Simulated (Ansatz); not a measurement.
CdSe (zinc blende)

```
CELL_PARAMETERS angstrom
      0.00000     3.09814     3.09814
      3.09814     0.00000     3.09814
      3.09814     3.09814     0.00000
ATOMIC_POSITIONS crystal
  Se 0.75000 0.75000 0.75000
  Cd 0.00000 0.00000 0.00000
```

Scan: atom 2 (Cd, nearest neighbour Se at 2.683 Å; its periodic images, 4.4 Å or more away, move with it) is displaced along Cartesian x, direction (1.000, 0.000, 0.000) in Cartesian axes, by s. The other atoms stay.

Method: PBE (plane waves to 420 eV, PAW, scalar-relativistic; Ansatz, a quantum-chemistry and plane-wave program). k mesh 8×8×8 (Γ-centred), Fermi-Dirac smearing 0.05 eV. Energies are smeared free energies. CdSe was relaxed with its symmetry unable to fall. The zero of ΔE is the undisplaced structure.

| s (Å) | ΔE (meV/cell) |
|---|---|
| -0.540 | 549 |
| -0.432 | withheld |
| -0.324 | 207 |
| -0.216 | 94 |
| -0.108 | 24 |
| 0.000 | 0 |
| 0.108 | 24 |
| 0.216 | 94 |
| 0.324 | 207 |
| 0.432 | withheld |
| 0.540 | 549 |

Task: Fit an even polynomial form (powers 2, 4) to the given rows and predict ΔE at s = -0.432.

Result: Least squares on the 9 given rows: ΔE = (2027)·s² + (-496.6)·s⁴, in meV/cell with s in Å; root-mean-square residual 0.4 meV/cell. At -0.432 the fit gives 361 meV/cell; the calculation gives 361 meV/cell, the same to the digits shown. The quadratic term alone would give 378 meV/cell.

(For displaced atoms, the force is minus the slope of the energy, and its curvature is a force constant, which sets phonon frequencies.)
